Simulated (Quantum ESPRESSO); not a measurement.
# Where does Ge sit best among Si sites?

These are calculations, not measurements. They come from pw.x of Quantum ESPRESSO 7.5, a plane-wave density functional program, with PseudoDojo standard norm-conserving files (v0.5 for PBE, v0.4.1 for LDA and PBEsol). The cells are made up: elements, strain and atom displacements were drawn at random, and nothing was relaxed. There is no spin polarisation, spin-orbit coupling or dispersion term.

The cell has 8 sites of a zincblende or diamond lattice. Sites 1 to 4 hold Ga Si Si Si; sites 5 to 8 hold X X X X. Cell vectors in Å: (5.561, 0.058, -0.004); (0.058, 5.503, 0.019); (-0.004, 0.019, 5.528). Settings: PBE, cutoff 1088 eV, 6 x 6 x 6 k mesh shifted by half a step, Fermi-Dirac smearing of 0.1 eV.

In each run one of the sites marked X holds Ge and the others hold Si; cell and positions stay the same. E is the free energy of the cell.

| site of the guest | first shell | mean distance (Å) | E above the lowest (eV) | P (GPa) | force on the guest (eV/Å) |
| --- | --- | --- | --- | --- | --- |
| 5 | GaSi3 | 2.328 | 0.226 | 2.48 | 1.418 |
| 6 | GaSi3 | 2.369 | 0.148 | 2.51 | 3.220 |
| 7 | GaSi3 | 2.456 | 0.000 | 2.29 | 1.629 |
| 8 | GaSi3 | 2.448 | 0.020 | 2.30 | 2.220 |

A rerun of one of these cells at 1377 eV and k mesh 8 x 8 x 8 moved values by no more than 0.003 eV in the cell's energy, 0.04 GPa in stress and 0.017 eV/Å in force.

## Reading the table

Site 7 is lowest, by 0.020 eV, over three times the rerun's bound. A straight line of energy against the mean distance has a slope of -1.7 ± 0.1 eV/Å, so the guest costs less on the roomier sites. The positions are random and not relaxed, so the differences hold for this frozen cell and are not site preferences of a real crystal.